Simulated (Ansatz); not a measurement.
Given:

GaCo:
```
GaCo
1.0
    2.88153     0.00000     0.00000
    0.00000     2.88153     0.00000
    0.00000     0.00000     2.88153
Ga Co
1 1
Direct
  0.50000   0.50000   0.50000
  0.00000   0.00000   0.00000
```

This is the PBE-relaxed structure.

Question: All from plane-wave PAW PBE (Ansatz code), unless another level is named. Predict the density of states at the Fermi level.

Answer: 0.50 states/eV per atom (mean over ±0.08 eV).

Question: And the formation energy from the elements (no fitted shifts)?

Answer: -0.26 eV/atom.

Space group Pm-3m (CsCl type). The cell was relaxed with PBE under the symmetry of its start. The workflow began spin-polarised and lost its moments. The cell computed holds one magnetic atom, so no antiferromagnetic order was within reach. The references are the lowest solids computed at this level, not always the standard phases. Scalar-relativistic: spin–orbit coupling is off unless named, which matters more the heavier the elements.

Potentials: the earlier of the program's two PAW sets.
